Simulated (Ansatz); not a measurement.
Relaxed-ion elastic tensor of FeS₂ in space group Pnnm (No. 58; Fe on 2a, S on 4g) in GPa (Voigt order), DFT-PBEsol in the program Ansatz with PAW potentials; density 5.11 g/cm³, 12.98 Å³ per atom.

```
 317  46.8   127   0.0   0.0   0.0
46.8   451  52.9   0.0   0.0   0.0
 127  52.9   342   0.0   0.0   0.0
 0.0   0.0   0.0   103   0.0   0.0
 0.0   0.0   0.0   0.0   163   0.0
 0.0   0.0   0.0   0.0   0.0   163
```

Question: Is the crystal mechanically stable?

Answer: Yes: the smallest eigenvalue of C is 103 GPa.

Question: Work out the Voigt, Reuss and Hill averages.

Answer: K_V = 174, K_R = 173, K_H = 173; G_V = 145, G_R = 135, G_H = 140 GPa.

Question: Give Young's modulus, Poisson's ratio, Pugh's ratio and the universal anisotropy index.

Answer: E = 9KG/(3K + G) = 331 GPa; ν = 0.18; K/G = 1.24 (brittle by the Pugh limit of 1.75); A_U = 5G_V/G_R + K_V/K_R − 6 = 0.36.

Question: Estimate the sound speeds and the Debye temperature.

Answer: v_l = √((K + 4G/3)/ρ) = 8390 m/s, v_t = √(G/ρ) = 5230 m/s, mean 5770 m/s; Θ = (h/k)(3n/4πV)^(1/3) v_m = 730 K.

Question: How much does each axis shrink under pressure?

Answer: Linear compressibilities β_i = Σ_j S_ij (j = 1 to 3): x 2.2, y 1.8, z 1.9 per TPa.

The PBEsol relaxation kept the symmetry of its start. The workflow began spin-polarised and lost its moments.

Potentials: the later of the program's two PAW sets.
